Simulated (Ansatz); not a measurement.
A geometry of Ti$_{3}$Al away from equilibrium: step 6 of the relaxation of a relaxed Ti3Al cell with every coordinate shifted by Gaussian noise of σ = 0.45 Å. The numbers are results of r2SCAN (plane waves to 500 eV, PAW, scalar-relativistic; Ansatz, an electronic-structure program), not measurements. Γ-centred k-mesh 7×7×7 on the run's cell (coarser than for final values), Fermi–Dirac smearing 0.05 eV.

```
CELL_PARAMETERS angstrom
      5.66157     0.01113    -0.01969
     -2.82114     4.97616    -0.00547
     -0.01587    -0.01425     4.63929
ATOMIC_POSITIONS crystal
  Ti 0.78978 0.61641 0.28696
  Ti 0.13762 0.81332 0.79095
  Ti 0.30839 0.13431 0.28320
  Ti 0.16745 0.33240 0.78916
  Ti 0.80361 0.12625 0.29165
  Ti 0.61645 0.78248 0.79695
  Al 0.29536 0.63521 0.28953
  Al 0.64479 0.30130 0.78752
```

Question: Which atoms carry the largest force, and which way does it point?

Answer: 1.25 eV/Å, on Ti4 (atoms numbered as listed); on Ti4 its components are (-0.79, -0.97, -0.05).

Question: What is the pressure?

Answer: +1.8 GPa, compression positive.

Question: How much energy per atom can still be gained by relaxing?

Answer: 0.02 eV/atom; the path ends in P6₃/mmc (No. 194) (AFLOW prototype A3B_hP8_194_h_c (D0_19, as in Ni3Sn)).

No spin polarisation in the result.
